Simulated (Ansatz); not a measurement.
This guess for SiBBr is about to be relaxed.

```yaml
crystal:
  lattice:
    - [3.44521, -3.44521, 0.00000]
    - [3.44521, 3.44521, 0.00000]
    - [0.00000, 0.00000, 4.87226]
  atoms:
    - { symbol: Si, position: [0.50000, 0.00000, 0.50000] }
    - { symbol: Si, position: [0.00000, 0.50000, 0.50000] }
    - { symbol: B, position: [0.50000, 0.50000, 0.00000] }
    - { symbol: B, position: [0.00000, 0.00000, 0.00000] }
    - { symbol: Br, position: [0.75000, 0.25000, 0.75000] }
    - { symbol: Br, position: [0.25000, 0.75000, 0.25000] }
```

Computed with DFT PBE, scalar-relativistic, plane waves, PAW (Ansatz 0.2.0). Cutoff 420 eV, Gaussian smearing, Γ-centred meshes. Cell and atoms relax first on a coarse mesh and then on a finer one. In between, the cell is made exact in the group found at 0.06 Å. In metals the finer mesh still leaves noise of several meV/atom or more. The steps can't lower the symmetry of their start. No spin polarisation.

A guess keeps its type if space group and coordination stay and the shape of the cell changes little (axis ratios within about 15 %, angles within 6°); the volume may change.

Q: Does it keep its structure type, or change into something else?

A: It doesn't keep its type. The symmetry stays Cmme (No. 67). The volume per atom shrinks by 7.6 %, from 19.3 to 17.8 Å³. The shortest distance goes from 2.11 Å (B–Br and Si–Br) to 2.36 Å (B–B and Si–Si). Counting neighbours within 15 % of an atom's shortest distance, the start has B 2, Br 4, Si 2 and the end B 6, Br 4, Si 6. In detail, at the end Si has 4 Si at 2.36–2.39 Å and 2 Br at 2.65 Å; around B lie 4 B at 2.36–2.39 Å and 2 Br at 2.65 Å; Br has 2 Si at 2.65 Å and 2 B at 2.65 Å.

```
CELL_PARAMETERS angstrom
2.36220 -2.39133 0.00000
2.36220 2.39133 0.00000
0.00000 0.00000 9.45740
ATOMIC_POSITIONS crystal
Si 0.00000 0.50000 0.50000
Si 0.50000 0.00000 0.50000
B 0.00000 0.00000 0.00000
B 0.50000 0.50000 0.00000
Br 0.75000 0.25000 0.75028
Br 0.25000 0.75000 0.24972
```

The zero of energy is the elements' standard structures at the same level; no fitted shifts are applied. The references include crystalline Br.

Q: At what energy does it end?

A: +1.05 eV/atom. It can't be a ground state, since the elements alone are lower.

The last run used a 12×12×4 mesh (in the run's order of axes) for its 6-atom cell and Gaussian smearing of 0.10 eV. The reference form of Br is held partly by dispersion forces, which this level lacks. A structure relaxed within its symmetry needn't be a true minimum.
